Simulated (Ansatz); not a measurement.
**CsCd$_{2}$: vibrational free energy, entropy and heat capacity**

Level of theory: DFT PBE, scalar-relativistic, plane waves, PAW in Ansatz 0.2.0. Plane waves to 420 eV; Γ-centred k mesh 12×12×8; Gaussian smearing of 0.10 eV. No spin polarisation. Phonons by linear response, acoustic sum rule imposed.

Equilibrium structure at this level:
```
Cs Cd
1.0
     5.20386    0.00000    0.00000
    -2.60193    4.50668    0.00000
     0.00000    0.00000    5.61493
Cs Cd
1 2
Direct
  0.00000 0.00000 0.00000
  0.33333 0.66667 0.50000
  0.66667 0.33333 0.50000
```

The cell was found from a structure generator's guess, not taken from experiment. In a metal, frequencies and elastic constants depend on the k mesh and the smearing, soft modes and shear constants most. Some empty bands missed the eigensolver's threshold. Spin–orbit coupling is left out, which matters for heavy elements. The q mesh is coarse, so values between its points are rough.

Force constants from linear response on a 2×2×1 q mesh, interpolated to a fine mesh.

Phonon density of states, in bins of 2 cm⁻¹:
| bin centre (cm⁻¹) | share of modes (%) |
| --- | --- |
| 1 | 0.0 |
| 3 | 0.0 |
| 5 | 0.0 |
| 7 | 0.1 |
| 9 | 0.1 |
| 11 | 0.2 |
| 13 | 0.2 |
| 15 | 0.3 |
| 17 | 0.5 |
| 19 | 0.6 |
| 21 | 0.8 |
| 23 | 1.1 |
| 25 | 2.3 |
| 27 | 3.5 |
| 29 | 3.5 |
| 31 | 2.9 |
| 33 | 2.3 |
| 35 | 2.5 |
| 37 | 3.5 |
| 39 | 5.6 |
| 41 | 7.4 |
| 43 | 6.5 |
| 45 | 9.9 |
| 47 | 10.2 |
| 49 | 4.6 |
| 51 | 2.3 |
| 53 | 1.6 |
| 55 | 1.5 |
| 57 | 1.0 |
| 59 | 0.8 |
| 61 | 0.6 |
| 63 | 0.5 |
| 65 | 0.4 |
| 67 | 0.3 |
| 69 | 0.2 |
| 71 | 0.0 |
| 73 | 0.0 |
| 75 | 0.3 |
| 77 | 0.6 |
| 79 | 1.0 |
| 81 | 2.2 |
| 83 | 1.7 |
| 85 | 1.4 |
| 87 | 1.2 |
| 89 | 1.1 |
| 91 | 1.1 |
| 93 | 1.6 |
| 95 | 3.4 |
| 97 | 6.4 |

(1) How much zero-point energy does an atom carry?

(2) How large are the vibrational entropy and heat capacity at 300 K?

(3) Tabulate them against temperature.

Results:

(1) 9.6 meV.

(2) S = 7.46 k_B and C_V = 2.98 k_B per atom, 99 % of the Dulong–Petit value.

(3)
```tsv
T (K)	F_vib (meV/atom)	S (k_B/atom)	C_V (k_B/atom)
100	-9.2	4.23	2.84
200	-55.3	6.25	2.96
300	-114.7	7.46	2.98
400	-182.9	8.32	2.99
500	-257.5	8.98	2.99
600	-337.3	9.53	2.99
700	-421.5	9.99	3.00
800	-509.3	10.39	3.00
900	-600.4	10.74	3.00
1000	-694.4	11.06	3.00
```
